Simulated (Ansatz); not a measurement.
CuI (zinc blende)

```xyz
2
Lattice="0.0000 3.0115 3.0115 3.0115 0.0000 3.0115 3.0115 3.0115 0.0000" Properties=species:S:1:pos:R:3 pbc="T T T"
I      4.5173     4.5173     4.5173
Cu     0.0000     0.0000     0.0000
```

This relaxed cell (volume V₀) is scaled evenly in all directions, its shape held. Symmetry pins the atoms to their sites.

Method: r2SCAN (plane waves to 500 eV, PAW, scalar-relativistic; Ansatz, an electronic-structure program). k mesh 10×10×10 (Γ-centred), Fermi-Dirac smearing 0.05 eV. Energies are smeared free energies. CuI is run without spin polarisation. CuI was relaxed with its symmetry unable to fall. Spin-orbit coupling is left out, though I is heavy. ΔE is measured from the relaxed starting cell.

Question: Give the computed ΔE (eV/atom) at V/V₀ = 0.900, 0.925, 0.950, 1.025, 1.050.

Answer: 
| V/V₀ | ΔE (eV/atom) |
|---|---|
| 0.900 | 0.0462 |
| 0.925 | 0.0246 |
| 0.950 | 0.0103 |
| 1.025 | 0.0022 |
| 1.050 | 0.0085 |

(A scan under strain: stresses follow from slopes of the energy per volume, elastic moduli from its curvatures.)
